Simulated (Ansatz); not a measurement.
Computed with DFT PBE, scalar-relativistic, plane waves, PAW (Ansatz). All cells share a 420 eV cutoff and Γ-centred k meshes spaced about 0.3 Å⁻¹ or finer (0.25 for metals, 2π included). Collinear spin where magnetic atoms keep a moment.

All energies are static (0 K, no zero-point motion).

Two relaxed structures of Al4Co:

A. (no moments)

```xyz
10
Lattice="4.1693 0.0000 0.0000 0.0000 4.1693 0.0000 0.0000 0.0000 8.9820" Properties=species:S:1:pos:R:3 pbc="T T T"
Al    0.0000    0.0000    0.0000
Al    2.0846    2.0846    0.0000
Al    0.0000    2.0846    4.3539
Al    2.0846    0.0000    4.6281
Al    0.0000    0.0000    2.6400
Al    2.0846    2.0846    2.6400
Al    2.0846    2.0846    6.3420
Al    0.0000    0.0000    6.3420
Co    0.0000    2.0846    1.5781
Co    2.0846    0.0000    7.4039
```

B. (no moments)

```xyz
10
Lattice="3.6448 2.1043 3.3662 -3.6448 2.1043 3.3662 0.0000 -4.2086 3.3662" Properties=species:S:1:pos:R:3 pbc="T T T"
Al    0.0000    0.0000    2.5246
Al    0.0000    0.0000    7.5739
Al   -0.8460    2.1043    5.8908
Al   -1.3994   -1.7848    5.8908
Al    2.2454   -0.3195    5.8908
Al    0.8460   -2.1043    4.2077
Al    1.3994    1.7848    4.2077
Al   -2.2454    0.3195    4.2077
Co    0.0000    0.0000    0.0000
Co    0.0000    0.0000    5.0493
```

Question: Which form is favoured at zero pressure, and by what margin per atom?

Answer: A is lower, by 57 meV/atom. A has space group P4/nmm (No. 129), 15.6 Å³/atom and no gap on its mesh; B has space group R-3c (No. 167), 15.5 Å³/atom and no gap. Counting all near atoms (those within 1.25 times the shortest distance at each site; a plus sign parts nearer from farther groups; a slash parts the counts of unlike sites), A has Al 2+5/6+4/13, Co 4+5 and B has Al 2+7/2+9, Co 8. In A, around Al on a site of symmetry -4m2 lie 4 Co at 2.61 Å, 2 Al at 2.64 Å and 4 Al at 2.95 Å; around Al on a site of symmetry 4mm lie 4 Al at 2.70 Å, 1 Co at 2.78 Å and 8 Al at 2.88–2.96 Å; Co is surrounded by 4 Al at 2.34 Å, 4 Al at 2.61 Å and 1 Al at 2.78 Å; 1 more site not described. In B, Al on a site of symmetry 32 has 2 Co at 2.52 Å and 9 Al at 2.80–2.82 Å; Al on a site of symmetry 2 is surrounded by 2 Co at 2.42 Å and 7 Al at 2.80–2.82 Å; Co is surrounded by 8 Al at 2.42–2.52 Å. Both come from trial cells of a structure search.

Trial moments fell under 0.15 μB along the way in P4/nmm and R-3c; another start might hold them. With atoms moved at random, A and B came back.
